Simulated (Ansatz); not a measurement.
The relaxed structure here is a generated cell of Rh: the first start was made by a random draw of sites in a space group, and the end was not matched to a known phase here, so it may be hypothetical. Known forms of Rh include space group No. 225.

One starting cell of Rh (a randomly generated symmetric cell of Rh (space group No. 191)) was relaxed twice with Ansatz (plane waves, PAW, scalar-relativistic): with PBEsol at 420 eV and with PBE at 420 eV. The PBEsol result:

```cif
data_Rh2
_chemical_formula_sum 'Rh2'
_space_group_name_H-M_alt 'P6/mmm'
_space_group_IT_number 191
_space_group_name_Hall '-P 6 2'
_cell_length_a 4.20071
_cell_length_b 4.20071
_cell_length_c 2.45236
_cell_angle_alpha 90.000
_cell_angle_beta 90.000
_cell_angle_gamma 120.000
loop_
_atom_site_label
_atom_site_type_symbol
_atom_site_symmetry_multiplicity
_atom_site_Wyckoff_symbol
_atom_site_fract_x
_atom_site_fract_y
_atom_site_fract_z
_atom_site_occupancy
Rh1 Rh 2 c 0.33333 0.66667 0.00000 1
```

```tsv
quantity	PBEsol	PBE
space group	P6/mmm	P6/mmm
volume (Å³/atom)	18.74	[?]
a (Å)	4.201	[?]
c (Å)	2.452	[?]
gap (eV, no spin-orbit coupling)	0.00	[?]
```

Q: Fill in the PBE column.

A: 
- volume (Å³/atom), PBE: 19.57
- a (Å), PBE: 4.262
- c (Å), PBE: 2.488
- gap (eV, no spin-orbit coupling), PBE: 0.00

Both levels end in the same structure; PBE's volume is 4.4 % larger. Neither column is exact.

No spin polarisation in the result.

The run could not lose the symmetry of its start, so the end can be a saddle point.

All atoms sit on sites fixed by symmetry, so only the cell could relax.

Ansatz is a first-principles code.
